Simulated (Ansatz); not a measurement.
CsPbCl$_{3}$ (cubic perovskite, Pm-3m) under volume change, DFT-r²SCAN in the program Ansatz with PAW potentials, scaled uniformly.

| V (Å³/atom) | E − E(relaxed) (meV/atom) | P (GPa) |
|---|---|---|
| 33.200 | 27.3 | 2.91 |
| 34.294 | 11.4 | 1.77 |
| 35.389 | 2.7 | 0.81 |
| 36.483 | 0.0 | 0.00 |
| 37.578 | 2.4 | -0.68 |
| 38.672 | 9.1 | -1.26 |
| 39.767 | 19.4 | -1.74 |

Problem. What does a third-order Birch–Murnaghan fit give for V₀, B₀ and B′?

Solution. V₀ = 36.49 Å³/atom, B₀ = 24.8 GPa, B′ = 4.7.

This is a known high-temperature phase of the composition, computed here at zero pressure and temperature. The r²SCAN relaxation kept the symmetry of its start; whether a distortion lowers the energy is not shown. Spin–orbit coupling is left out wherever it is not named.

Potentials: the later of the program's two PAW sets.
